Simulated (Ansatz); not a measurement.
**Ge: energy along a strain**

Ge, Cmmm, a = 2.794 Å, b = 5.201 Å, c = 2.698 Å (as given, not relaxed at this level: -3.1 GPa). This isn't the element's structure at ambient conditions. Ansatz: r2SCAN, PAW, 500 eV, Γ-centred 20×20×18 mesh on 1 atom, Gaussian smearing 0.15 eV; no spin polarisation. Cell vectors (Å): 1.397 -2.601 0.000; 1.397 2.601 0.000; 0.000 0.000 2.698. The cell is strained by x per cent times the pattern (1 1 0 0 0 0) in the order xx yy zz yz xz xy (engineering shears), with fractional coordinates held. y is the free energy over the start, V0 = 19.607 Å³/atom. Points with a strain past 8.5 % were computed too (2) and aren't used here.

```tsv
x (%)	y (meV/atom)
-7.50	?
-5.00	30.81
-2.50	-2.25
0.00	0.00
2.50	30.90
5.00	82.68
7.50	149.58
```

Q: Fit y = c1 x + c2 x² + c3 x³ to the other rows, get the stiffness along the pattern, and predict the missing energy.

A: Least squares on the rows shown. y = 7.0517 x + 2.2728 x² − 0.073942 x³. The clamped-ion stiffness p·C·p = 2 × 22.73 eV × 160.2 / 19.607 Å³ = 371 GPa (second derivative at the start, which stands under stress). At x = -7.50 the fit asked for gives 106.15 meV/atom. The run gave 108.61 meV/atom, so the fit is 2.46 meV/atom too low, 1.6 % of the span of the series, against an rms of 0.12 meV/atom on the fitted rows. The row lies outside the fitted range. With a term in x⁴ added, a fit to the same known rows predicts 106.99 meV/atom, which recovers part of the miss; the known rows don't hold the rest.